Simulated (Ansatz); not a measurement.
MoRu$_{3}$, first-principles data

MoRu3:
```xyz
4
Lattice="3.8091 0.0000 0.0000 0.0000 3.8091 0.0000 0.0000 0.0000 3.8091" Properties=species:S:1:pos:R:3 pbc="T T T"
Ru     0.0000     1.9046     1.9046
Ru     1.9046     1.9046     0.0000
Ru     1.9046     0.0000     1.9046
Mo     0.0000     0.0000     0.0000
```

Space group Pm-3m (No. 221), Cu3Au type; conventional cell a = 3.8091 Å, b = 3.8091 Å, c = 3.8091 Å, α = 90.00°, β = 90.00°, γ = 90.00°.

Method: PBEsol in the plane-wave PAW code Ansatz. The cell and atoms are relaxed at this level. Other levels are named where they apply.

**Cell and energy**

- Volume per atom = 13.82 Å³
- Density = 11.99 g/cm³
- Formation energy from the elements (no fitted shifts) = 0.004 eV/atom

**Electronic structure**

Electronic character: metallic (no gap)
Density of states at the Fermi level: 0.93 states/eV per atom (mean over ±0.08 eV)
Gap with spin–orbit coupling: none (metallic)

**Mechanics**

- Bulk modulus (Birch–Murnaghan fit) = 325 GPa
- Pressure derivative B′ = 4.6
- Elastic constants (relaxed ions, GPa) = C11 = 477, C12 = 250, C44 = 237
- Mechanical stability = stable (all eigenvalues of C positive)
- Hill bulk and shear moduli = 326 and 176 GPa
- Young's modulus = 448 GPa
- Poisson's ratio = 0.27
- Debye temperature from the elastic constants = 529 K

**Phonons**

- Highest zone-centre frequency: 176 cm⁻¹
- Zone-centre stability: no imaginary mode at Γ

The cell is a constructed one: a structure type filled with these elements; neither database checked (COD, Materials Project) lists it. Its standing as an ambient phase is unchecked. Symmetry was held in the PBEsol relaxation. No spin polarisation was allowed. As this level gives no gap, shear constants depend on the k-mesh and smearing (Fermi–Dirac, 0.1 eV here). As this level gives no gap, phonon frequencies hold no LO–TO term and depend on the k-mesh and smearing (Fermi–Dirac, 0.1 eV here). The references are the lowest solids computed at this level, not always the standard phases. Scalar-relativistic: spin–orbit coupling is off unless named, which matters more the heavier the elements.

Potentials: the earlier of the program's two PAW sets. The files were generated under PBE; for other functionals the program regenerates the frozen cores, and for LDA and PBEsol the local potential too.
